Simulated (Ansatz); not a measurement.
Put Na₂Sb₅ in F-43m (No. 216): Na on 4b and 4d; Sb on 4a and 16e.

All numbers below come from DFT PBE, scalar-relativistic, plane waves, PAW (Ansatz). Cutoff 420 eV, Γ-centred mesh, Gaussian smearing, no spin polarisation.

The zero of energy is the elements' standard structures at the same level; no fitted shifts are applied.

Q: Give the relaxed lattice parameters and positions.

A:

Space group F-43m (No. 216). a = 11.045 Å, b = 11.045 Å, c = 11.045 Å, α = 90.00°, β = 90.00°, γ = 90.00°
| atom | site | symmetry | x | y | z |
| --- | --- | --- | --- | --- | --- |
| Na | 4b | -43m | 0.5000 | 0.0000 | 0.0000 |
| Na | 4d | -43m | 0.2500 | 0.2500 | 0.7500 |
| Sb | 4a | -43m | 0.0000 | 0.0000 | 0.0000 |
| Sb | 16e | .3m | 0.3468 | 0.3468 | 0.1532 |

Around Na on its first site lie 12 Sb at 4.52 Å and 4 Na at 4.78 Å (long contacts); Na on its second site is surrounded by 16 Sb at 4.70–4.78 Å and 4 Na at 4.78 Å (long contacts); Sb on a site of symmetry -43m has 4 Sb at 2.93 Å and 4 Na at 4.78 Å; around Sb on a site of symmetry 3m lie 4 Sb at 2.93–3.02 Å and 6 Na at 4.52–4.70 Å. Another local minimum with the same sites may exist.

Q: And its energy and gap?

A: The energy over the elements is +0.29 eV/atom. The gap on the 6×6×6 mesh of the 7-atom cell is 0 eV (a metal). It can't be a ground state, since the elements alone are lower.

The last run used Gaussian smearing of 0.10 eV. Spin–orbit coupling, which can matter for Sb, is left out. Symmetry constrained the relaxation, so the result can be a saddle point.
